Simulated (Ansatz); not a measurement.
Re: stationary points along a deformation path

Computed with DFT PBEsol, scalar-relativistic, plane waves, PAW (Ansatz 0.2.0). Cutoff 420 eV, Γ-centred 22×22×22 k-points, Gaussian smearing of 0.15 eV. Spin–orbit coupling is left out, which can shift energies with elements as heavy as these. No spin polarisation. Energies are free energies at this smearing, counted from the undisturbed cell; pressure is positive in compression.

The undisturbed cell (as given, not relaxed at this level; it stands at -18.5 GPa; this fcc form isn't the usual structure):

```xyz
1
Lattice="0.0000 1.9750 1.9750 1.9750 0.0000 1.9750 1.9750 1.9750 0.0000" Properties=species:S:1:pos:R:3 pbc="T T T"
Re    0.0000    0.0000    0.0000
```

At fixed volume and fractional coordinates, lengths along (0.000, 0.000, 1.000) are scaled against those across it; ρ is that ratio over its starting value. V = 15.407 Å³/atom. Δσ is the stress along the axis less the mean stress across it (compression positive).

```csv
ρ,ΔE (meV/atom),Δσ (GPa),space group
0.707,246.9,0.00,Im-3m
0.850,150.2,18.97,I4/mmm
1.000,0.0,0.00,Fm-3m
1.200,277.7,-44.81,I4/mmm
1.414,905.0,-70.99,I4/mmm
```

Q: How does the stress give the slope of the energy, and where is the energy stationary?

A: Along the path d ln(length) is 2/3 d ln ρ on the axis and −1/3 d ln ρ across it, so dE/d ln ρ = −(2/3) V Δσ: the energy falls with ρ where Δσ is positive. Δσ vanishes or changes sign at ρ = 0.707 (Im-3m, an end of the scan), at 246.9 meV/atom; at ρ = 1.000 (Fm-3m), a minimum at 0.0 meV/atom. Pairs of stationary points between two samples would go unseen, and could change a minimum read from distant neighbours into a maximum. At ρ = 0.707, 1.000 the cell is cubic, where symmetry alone makes the stress isotropic and the slope zero.

In a metal these slopes depend on the k mesh and the smearing.